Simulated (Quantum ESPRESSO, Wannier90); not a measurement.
**BaSi2 (P6/mmm): Wannier90 run**

Structure: Materials Project mp-7701, symmetrised, not relaxed again. COD (Crystallography Open Database) has the formula in 2 space groups, this one among them (matched by group alone). Computed values, not measurements, from LDA: Quantum ESPRESSO (norm-conserving PseudoDojo potentials, cutoff 46 Ry, no spin polarisation, no spin-orbit coupling) on a Γ-centred 12×12×6 mesh, then Wannier90. Density: 12×12×6 mesh, cold smearing 0.01 Ry. Spin-orbit coupling is left out although heavy elements are present.

On the energy scale of pw.x, whose zero is arbitrary, the Fermi level lies at 8.67 eV.

Input w.win:

```
num_bands = 1
num_wann = 1
exclude_bands = 2-27
num_iter = 1000
conv_tol = 1.0e-6
conv_window = 4
write_hr = true
write_u_matrices = true
auto_projections = true
begin unit_cell_cart
ang
    4.1229400960    0.0000000000    0.0000000000
   -2.0614700480    3.5705708614    0.0000000000
    0.0000000000    0.0000000000    5.1388800000
end unit_cell_cart
begin atoms_frac
Ba   0.0000000000  0.0000000000  0.0000000000
Si  -0.3333333333  0.3333333333  0.5000000000
Si   0.3333333333 -0.3333333333  0.5000000000
end atoms_frac
mp_grid = 12 12 6
begin kpoints
0.0000000000 0.0000000000 0.0000000000
0.0000000000 0.0000000000 0.1666666667
0.0000000000 0.0000000000 0.3333333333
... (861 more lines: the 12x12x6 mesh through Gamma)
end kpoints
```

Input of pw2wannier90.x that gives the overlap and projection files (equivalent; here they were cut from one run over all bands):

```
&inputpp
  outdir = './out'
  prefix = 'pwscf'
  seedname = 'w'
  write_amn = .true.
  write_mmn = .true.
  atom_proj = .true.
  atom_proj_exclude = 2 3 4 5 6 7 8 9 10 11 12 13
/
```

Output w.wout (banner and timings cut):

```
                                    ------
                                    SYSTEM
                                    ------

                              Lattice Vectors (Ang)
                    a_1     4.122940   0.000000   0.000000
                    a_2    -2.061470   3.570571   0.000000
                    a_3     0.000000   0.000000   5.138880

                   Unit Cell Volume:      75.65074  (Ang^3)

                        Reciprocal-Space Vectors (Ang^-1)
                    b_1     1.523957   0.879857  -0.000000
                    b_2     0.000000   1.759714   0.000000
                    b_3     0.000000  -0.000000   1.222676

 *----------------------------------------------------------------------------*
 |   Site       Fractional Coordinate          Cartesian Coordinate (Ang)     |
 +----------------------------------------------------------------------------+
 | ba   1   0.00000   0.00000   0.00000   |    0.00000   0.00000   0.00000    |
 | si   1  -0.33333   0.33333   0.50000   |   -2.06147   1.19019   2.56944    |
 | si   2   0.33333  -0.33333   0.50000   |    2.06147  -1.19019   2.56944    |
 *----------------------------------------------------------------------------*
                                ------------
                                K-POINT GRID
                                ------------

             Grid size = 12 x 12 x  6      Total points =  864

 *---------------------------------- MAIN ------------------------------------*
 |  Number of Wannier Functions               :                 1             |
 |  Number of Objective Wannier Functions     :                 1             |
 |  Number of input Bloch states              :                 1             |
 |  Output verbosity (1=low, 5=high)          :                 1             |
 |  Timing Level (1=low, 5=high)              :                 1             |
 |  Optimisation (0=memory, 3=speed)          :                 3             |
 |  Length Unit                               :               Ang             |
 |  Post-processing setup (write *.nnkp)      :                 F             |
 |  Using Gamma-only branch of algorithms     :                 F             |
 *----------------------------------------------------------------------------*
 *------------------------------- WANNIERISE ---------------------------------*
 |  Total number of iterations                :              1000             |
 |  Number of CG steps before reset           :                 5             |
 |  Trial step length for line search         :             2.000             |
 |  Convergence tolerence                     :         0.100E-05             |
 |  Convergence window                        :                 4             |
 |  Iterations between writing output         :                 1             |
 |  Iterations between backing up to disk     :               100             |
 |  Write r^2_nm to file                      :                 F             |
 |  Write xyz WF centres to file              :                 F             |
 |  Write on-site energies <0n|H|0n> to file  :                 F             |
 |  Use guiding centre to control phases      :                 F             |
 |  Use phases for initial projections        :                 F             |
 *----------------------------------------------------------------------------*
 *-------------------------------- PLOTTING ----------------------------------*
 |  Plotting Hamiltonian in WF basis          :                 T             |
 *----------------------------------------------------------------------------*

       ... (k-mesh section left out)

 Starting a new Wannier90 calculation ...

 Reading overlaps from w.mmn

 Reading projections from w.amn

 *------------------------------- WANNIERISE ---------------------------------*
 +--------------------------------------------------------------------+<-- CONV
 | Iter  Delta Spread     RMS Gradient      Spread (Ang^2)            |<-- CONV
 +--------------------------------------------------------------------+<-- CONV

 ------------------------------------------------------------------------------
 Initial State
  WF centre and spread    1  ( -0.000000,  0.000000, -0.000000 )     0.86090610
  Sum of centres and spreads ( -0.000000,  0.000000, -0.000000 )     0.86090610

      0     0.861E+00     0.0000000000        0.8609060985  <-- CONV
        O_D=      0.0000000 O_OD=      0.0000000 O_TOT=      0.8609061 <-- SPRD
 ------------------------------------------------------------------------------
      1     0.000E+00     0.0000000007        0.8609060985  <-- CONV
        O_D=      0.0000000 O_OD=      0.0000000 O_TOT=      0.8609061 <-- SPRD
      2     0.000E+00     0.0000000007        0.8609060985  <-- CONV
        O_D=      0.0000000 O_OD=      0.0000000 O_TOT=      0.8609061 <-- SPRD
      3     0.000E+00     0.0000000007        0.8609060985  <-- CONV
        O_D=      0.0000000 O_OD=      0.0000000 O_TOT=      0.8609061 <-- SPRD
      4     0.000E+00     0.0000000007        0.8609060985  <-- CONV
        O_D=      0.0000000 O_OD=      0.0000000 O_TOT=      0.8609061 <-- SPRD
             <<<     Delta < 1.000E-06  over  4 iterations     >>>
             <<< Wannierisation convergence criteria satisfied >>>
 Final State
  WF centre and spread    1  ( -0.000000,  0.000000, -0.000000 )     0.86090610
  Sum of centres and spreads ( -0.000000,  0.000000, -0.000000 )     0.86090610

         Spreads (Ang^2)       Omega I      =     0.860906098
        ================       Omega D      =     0.000000000
                               Omega OD     =     0.000000000
    Final Spread (Ang^2)       Omega Total  =     0.860906098
```
